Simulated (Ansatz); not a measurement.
Ansatz (a program for electronic structure) input:

Ansatz 0.2 input:
```yaml
crystal:
  lattice:
    - [3.074949065, 0.0, 0.0]
    - [-1.5374745325, 2.6629840056, 0.0]
    - [0.0, 0.0, 4.8914487957]
  atoms:
    - { symbol: N, position: [0.0, 0.0, 0.0] }
    - { symbol: Ta, position: [0.3333333333, 0.6666666667, 0.2565025429] }
    - { symbol: Ta, position: [0.6666666667, 0.3333333333, 0.7434974571] }
kpoints:
  mp_grid: { grid: [15, 15, 9] }
hamiltonian:
  xc: r2scan
  pseudopotentials: { kind: paw }
scf:
  occupations: { method: gaussian, width: 0.05 }
checkpoint: { read: metal.run }
output: { write_density: true, elf: true, volumetric_format: npy }
basis: { fft_grid_basis: typed }
```

Output (shortened):

```
Pseudopotentials: kind: paw
Pseudopotential: N, paw, valence charge 5
Pseudopotential: Ta, paw, valence charge 13
Functional definition: r2SCAN
Crystal: 3 atoms, lattice volume = 40.054 Å³
Basis set: ecut = 500 eV, 1013 PW (Γ), exchange–correlation on 96×96×144 points (64 copies of the dense FFT grid, shifted against one another)
Bands: 24, of which v1, the nominal top of the filled ones, is band 16 counted from 1 (15 counted from 0)
Symmetry: 12 space group operations
Space group: P-3m1 (ITA 164), of the structure as read, at distance tolerance 3.4e-5 Å
k-points: 211 of 2025
PAW frozen core: N, regenerated for the run's functional
PAW frozen core: Ta, regenerated for the run's functional
Initial density: read from a saved state, or passed on in memory by an earlier SCF of this step, an earlier step, the calling program or the single point that …
Stability of the state it starts from, as read at its close in the unpolarized treatment …
Initial wavefunctions: pseudopotential atomic-orbital guess
Eigensolver: davidson
Functional: x = r2scan, c = r2scan; τ floored in thin density (d = 2e-4 eV/Å³)
iter 1 solved again at ethr=1.85e-8 eV; its pass at ethr=3.10e-3 eV (dr2=5.74e-6 eV) is discarded
SCF iter   1: F=—  HF=-20276.189458 eV  |F-HF|=—  |Δ(HF+E_count)|=         —  Δρ=2.86e-7  dr2=1.80e-11  dr2_τ=1.38e-11  ethr=1.85e-8  ⟨swp⟩=3.5  Hψ=37232  notcnv=0
all-band conjugate gradients solve this SCF's bands
preconditioner: auto → Kerker (q_TF=auto, 2.614 Å⁻¹)
SCF iter   2: F=-20276.189458 eV  HF=-20276.189458 eV  |F-HF|=3.64e-12  |Δ(HF+E_count)|=   1.83e-8  Δρ=1.66e-7  dr2=6.52e-12  dr2_τ=8.12e-12  ethr=1.00e-12  ⟨swp⟩=6.2  Hψ=18329  notcnv=0
SCF 1 converged in 2 iterations: F = -20276.189458 eV  dr2 = 6.52e-12
SCF converged after 2 iterations
Free energy (F): -20276.189458 eV
Harris-Foulkes:  -20276.189458 eV  (|F-HF|=3.64e-12)
Internal energy: -20276.188300 eV  (E = F + TS)
E sigma→0 (E₀):  -20276.188879 eV
Entropy (-TS):   -0.001158 eV (-0.386 meV/atom)
Fermi energy:    20.037474 eV
--- Per-component energies (eV) ---
  E_band       = -196.374975
  E_kinetic    = 868.292652
  E_local      = -1219.397615  (includes V_loc(G=0)·N_el)
  E_nonlocal   = 73.641906
  E_hartree    = 422.718447
  E_xc         = -470.130694
  E_vxc        = -530.419997  (∫ρ·V_xc dr)
  E_paw        = -16975.063247  (= ΣΔE_a)
  E_vpaw       = -260.927490  (= ΣTr[D̂ρ^β])
  E_aug_tail   = 0.000182  (compensation charges beyond the density's cutoff)
  E_vtau       = 26.998465  (kinetic-family band-sum trace: ∫τ·v_τ [+ j·A + Jᵃ·Aᵃ] dr)
  E_ewald      = -2974.707806
  E_core_change = -1.542125  (= ΣΔE_core)
  E_smearing   = -0.001158  (= −TS)
  E_closure    = 0.000000  (closes the sum)
  Σ components = -20276.189458   (vs F -20276.189458, Δ=0.00e0)
  [band-id]    e_kinetic+e_local+e_nonlocal+2·e_hartree+e_vxc+e_vpaw+e_augmentation_tail+e_vtau = -196.375003   (vs E_band -196.374975, Δ=-2.81e-5)
--- Band table (eV; the first three rows and the last of 211) ---
  k-point 0: bands = ["-50.5129", "-50.4268", "-16.9607", "-16.1307", "-16.1307", "-16.0061", "-16.0061", "-15.9245", "1.4113", "11.1401", "13.6946", "13.6946", "14.5961", "19.2390", "19.8299", "19.8299", "20.1489", "20.5449", "20.5449", "21.2210", "21.2210", "25.2451", "27.0697", "27.0697"]
  k-point 1: bands = ["-50.5104", "-50.4294", "-16.9317", "-16.1273", "-16.1273", "-16.0096", "-16.0096", "-15.9583", "1.4375", "11.0455", "13.6720", "13.6720", "14.7693", "18.9267", "19.7050", "19.7050", "20.4770", "20.6004", "20.6004", "21.5021", "21.5021", "24.7902", "26.7761", "26.7761"]
  k-point 2: bands = ["-50.5032", "-50.4367", "-16.8476", "-16.1174", "-16.1174", "-16.0546", "-16.0196", "-16.0196", "1.5048", "10.8262", "13.6167", "13.6167", "15.2280", "18.4052", "19.4118", "19.4118", "20.9811", "20.9811", "21.0086", "22.0076", "22.0076", "23.8573", "26.0136", "26.0136"]
  k-point 210: bands = ["-50.4189", "-50.4189", "-16.7176", "-16.7176", "-16.6086", "-16.5334", "-16.0978", "-16.0978", "2.3529", "11.9371", "11.9371", "13.2163", "17.2007", "17.8274", "17.8274", "20.8705", "21.0092", "21.0092", "24.1971", "24.1971", "25.6409", "26.1745", "27.8832", "27.8832"]
  band table: 24 of 24 bands, residual norms ≤ 1.0e-3 eV
```

Cost: roughly 18 core-seconds on shared cores.

Symmetry was held in the r²SCAN relaxation. No spin polarisation was allowed. The volume moved by 19 % from the start of the relaxation. With an odd number of electrons in the cell and no spin polarisation, the count alone makes it a metal. Spin–orbit coupling is left out wherever it is not named.

Potentials: the later of the program's two PAW sets.

Ansatz is a plane-wave DFT program.
